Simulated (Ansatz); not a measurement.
AlAs in space group P-6m2 (No. 187; Al on 1a, As on 1f) at seven volumes, plane-wave PAW PBE (Ansatz code), shape and atoms relaxed at each. One row is withheld.

```
V (Å³/atom)  P (GPa)
-----------  -------
17.709          7.91
18.293          4.83
18.877          2.20
19.460          0.00
20.044             ?
20.628         -3.49
21.212         -4.86
```

Fit the shown pressures and predict the withheld one.

P = (3/2)B₀(x^(7/2) − x^(5/2))[1 + (3/4)(B′ − 4)(x − 1)] with x = (V₀/V)^(2/3). Least squares on the six rows gives V₀ = 19.459 Å³/atom, B₀ = 68.1 GPa, B′ = 4.43. At V = 20.044, x = 0.9804 and P = -1.89 GPa. The run itself gave -1.92 GPa.

A made-up cell: these elements were put on the sites of a structure type; neither database checked (COD, Materials Project) lists it. It is not the phase usual at ambient conditions (space group No. 216). The PBE relaxation kept the symmetry of its start; its stability against distortions is not shown here.

Potentials: the later of the program's two PAW sets.
